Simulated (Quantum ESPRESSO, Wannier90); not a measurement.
**Mo (bcc (W type)), plane waves to Wannier functions**

Materials Project entry mp-129; symmetrised, unrelaxed at this level. This is the element's usual structure. Level: PBEsol, no spin polarisation, no spin-orbit coupling; pw.x of Quantum ESPRESSO at 64 Ry with PseudoDojo potentials, 12×12×12 k-points, Wannier90. Density: 18×18×18 mesh, cold smearing 0.01 Ry.

Input w.win:

```
num_bands = 17
num_wann = 9
exclude_bands = 1-4
num_iter = 0
conv_tol = 1.0e-6
conv_window = 4
dis_num_iter = 1000
dis_conv_tol = 1.0e-6
dis_froz_max = 22.34
write_hr = true
write_u_matrices = true
begin projections
Mo: s;p;d
end projections
begin unit_cell_cart
ang
   -1.5838100000    1.5838100000    1.5838100000
    1.5838100000   -1.5838100000    1.5838100000
    1.5838100000    1.5838100000   -1.5838100000
end unit_cell_cart
begin atoms_frac
Mo   0.0000000000  0.0000000000  0.0000000000
end atoms_frac
mp_grid = 12 12 12
begin kpoints
0.0000000000 0.0000000000 0.0000000000
0.0000000000 0.0000000000 0.0833333333
0.0000000000 0.0000000000 0.1666666667
... (1725 more lines: the 12x12x12 mesh through Gamma)
end kpoints
```

On the energy scale of pw.x, whose zero is arbitrary, the Fermi level lies at 20.84 eV. Lines of w_hr.dat (R1 R2 R3 m n Re Im, eV) for R = 0 and one of the shortest lattice vectors, rounded to 0.01 eV, lines under 0.02 eV left out; orbitals in order: Mo1 s, Mo1 pz, Mo1 px, Mo1 py, Mo1 dz2, Mo1 dxz, Mo1 dyz, Mo1 dx2-y2, Mo1 dxy.

```
    0    0    0    1    1    29.10     0.00
    0    0    0    2    2    34.92     0.00
    0    0    0    3    3    34.92     0.00
    0    0    0    4    4    34.92     0.00
    0    0    0    5    5    20.87     0.00
    0    0    0    6    6    21.19     0.00
    0    0    0    7    7    21.19     0.00
    0    0    0    8    8    20.87     0.00
    0    0    0    9    9    21.19     0.00
   -1   -1   -1    1    1    -1.25     0.00
   -1   -1   -1    2    1     1.21     0.00
   -1   -1   -1    3    1     1.21     0.00
   -1   -1   -1    4    1     1.21     0.00
   -1   -1   -1    6    1    -0.73     0.00
   -1   -1   -1    7    1    -0.73     0.00
   -1   -1   -1    9    1    -0.73     0.00
   -1   -1   -1    1    2    -1.21     0.00
   -1   -1   -1    2    2     0.77     0.00
   -1   -1   -1    3    2     1.07     0.00
   -1   -1   -1    4    2     1.07     0.00
   -1   -1   -1    5    2     0.31     0.00
   -1   -1   -1    6    2    -0.48     0.00
   -1   -1   -1    7    2    -0.48     0.00
   -1   -1   -1    9    2    -0.70     0.00
   -1   -1   -1    1    3    -1.21     0.00
   -1   -1   -1    2    3     1.07     0.00
   -1   -1   -1    3    3     0.77     0.00
   -1   -1   -1    4    3     1.07     0.00
   -1   -1   -1    5    3    -0.15     0.00
   -1   -1   -1    6    3    -0.48     0.00
   -1   -1   -1    7    3    -0.70     0.00
   -1   -1   -1    8    3     0.27     0.00
   -1   -1   -1    9    3    -0.48     0.00
   -1   -1   -1    1    4    -1.21     0.00
   -1   -1   -1    2    4     1.07     0.00
   -1   -1   -1    3    4     1.07     0.00
   -1   -1   -1    4    4     0.77     0.00
   -1   -1   -1    5    4    -0.15     0.00
   -1   -1   -1    6    4    -0.70     0.00
   -1   -1   -1    7    4    -0.48     0.00
   -1   -1   -1    8    4    -0.27     0.00
   -1   -1   -1    9    4    -0.48     0.00
   -1   -1   -1    2    5    -0.31     0.00
   -1   -1   -1    3    5     0.15     0.00
   -1   -1   -1    4    5     0.15     0.00
   -1   -1   -1    5    5     0.46     0.00
   -1   -1   -1    6    5     0.15     0.00
   -1   -1   -1    7    5     0.15     0.00
   -1   -1   -1    9    5    -0.30     0.00
   -1   -1   -1    1    6    -0.73     0.00
   -1   -1   -1    2    6     0.48     0.00
   -1   -1   -1    3    6     0.48     0.00
   -1   -1   -1    4    6     0.70     0.00
   -1   -1   -1    5    6     0.15     0.00
   -1   -1   -1    6    6    -0.32     0.00
   -1   -1   -1    7    6    -0.49     0.00
   -1   -1   -1    8    6     0.26     0.00
   -1   -1   -1    9    6    -0.49     0.00
   -1   -1   -1    1    7    -0.73     0.00
   -1   -1   -1    2    7     0.48     0.00
   -1   -1   -1    3    7     0.70     0.00
   -1   -1   -1    4    7     0.48     0.00
   -1   -1   -1    5    7     0.15     0.00
   -1   -1   -1    6    7    -0.49     0.00
   -1   -1   -1    7    7    -0.32     0.00
   -1   -1   -1    8    7    -0.26     0.00
   -1   -1   -1    9    7    -0.49     0.00
   -1   -1   -1    3    8    -0.27     0.00
   -1   -1   -1    4    8     0.27     0.00
   -1   -1   -1    6    8     0.26     0.00
   -1   -1   -1    7    8    -0.26     0.00
   -1   -1   -1    8    8     0.46     0.00
   -1   -1   -1    1    9    -0.73     0.00
   -1   -1   -1    2    9     0.70     0.00
   -1   -1   -1    3    9     0.48     0.00
   -1   -1   -1    4    9     0.48     0.00
   -1   -1   -1    5    9    -0.30     0.00
   -1   -1   -1    6    9    -0.49     0.00
   -1   -1   -1    7    9    -0.49     0.00
   -1   -1   -1    9    9    -0.32     0.00
```
